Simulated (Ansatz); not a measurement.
# LaAs: reading a single point

```
As La
1.0
     0.00000    3.04650    3.04650
     3.04650    0.00000    3.04650
     3.04650    3.04650    0.00000
As La
1 1
Cartesian
  0.0000 0.0000 0.0000
  3.0465 3.0465 3.0465
```

The numbers come from plane-wave PAW DFT (Ansatz): r2SCAN, no spin polarisation, 500 eV, 10×10×10 Γ-centred k points, fermi-dirac occupations (width 0.1 eV). Nothing was relaxed.

Formation energy: -1.82 eV an atom against the elements' usual phases (free molecules for gases, crystals otherwise, with no correction for O₂ or N₂), so it is bound against them; other compounds may still compete. Relaxing would lower it.
Forces: The forces vanish by the symmetry of the sites.
At the Fermi level: It is a metal on this mesh, though the bands barely overlap, with about 0.044 states/eV a cell as the mean within 0.25 eV of the Fermi level, mostly As p (48 %), La d (37 %) and La f (12 %).
Charges: Bader charges in e: La +1.66, As -1.66. In the mean La gives up most and As takes most.

Origin: a database entry at a rescaled volume. Caveats: f levels without a U or exact exchange are poorly placed.
